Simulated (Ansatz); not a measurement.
## From the elastic tensor of Ag at 22 GPa (stress–strain coefficients) to moduli and sound speeds

Level of theory: DFT PBEsol, scalar-relativistic, plane waves, PAW in Ansatz 0.2.0. Cutoff 420 eV, 20×20×20 k-points (Γ-centred), Fermi-Dirac smearing of 0.15 eV. No spin polarisation.

The structure is cubic, space group Fm-3m (No. 225). The conventional cell has a = 3.884 Å, b = 3.884 Å, c = 3.884 Å, α = 90.00°, β = 90.00°, γ = 90.00°. Ag (site symmetry m-3m) has 12 Ag at 2.75 Å as nearest neighbours.

In a metal, frequencies and elastic constants depend on the k mesh and the smearing, soft modes and shear constants most. Other phases may be more stable at this pressure.

Relaxed-ion constants (GPa, on the Cartesian axes of the calculation):
```
274.8 212.2 212.2   0.0   0.0   0.0
212.2 274.8 212.2   0.0   0.0   0.0
212.2 212.2 274.8   0.0   0.0   0.0
  0.0   0.0   0.0 101.0   0.0   0.0
  0.0   0.0   0.0   0.0 101.0   0.0
  0.0   0.0   0.0   0.0   0.0 101.0
```

Density 12.226 g/cm³; 1 atom in 14.65 Å³.

The values that follow are for a polycrystal of randomly turned grains, by Hill's mean where one number stands. In a crystal this anisotropic the Voigt and Reuss bounds lie far apart, so Hill's mean and the sound speeds and Debye temperature from it are rough.

With S = C⁻¹: B_V = (C11+C22+C33+2(C12+C13+C23))/9, G_V = (C11+C22+C33−C12−C13−C23+3(C44+C55+C66))/15, 1/B_R = S11+S22+S33+2(S12+S13+S23), 15/G_R = 4(S11+S22+S33−S12−S13−S23)+3(S44+S55+S66); Hill is their mean. Then v_l = √((B+4G/3)/ρ), v_t = √(G/ρ), v_m = [(2/v_t³+1/v_l³)/3]^(−1/3) and Θ = (ħ/k_B)·v_m·(6π²n/V)^(1/3) for n atoms in the volume V; E = 9BG/(3B+G), ν = (3B−2G)/(2(3B+G)) and A^U = 5G_V/G_R + B_V/B_R − 6.

```
Bulk modulus, Voigt / Reuss / Hill          : 233.1 / 233.1 / 233.1 GPa
Shear modulus, Voigt / Reuss / Hill         : 73.2 / 53.5 / 63.3 GPa
Young's modulus                             : 174 GPa
Poisson ratio                               : 0.375
Pugh ratio B/G                              : 3.68
Universal anisotropy index                  : 1.84
Longitudinal and transverse sound speeds    : 5096 and 2275 m/s
Debye temperature from the mean sound speed : 312 K
```

Cost: 1 run of about 1 core-minutes, on Arm Neoverse V2 (shared hosts).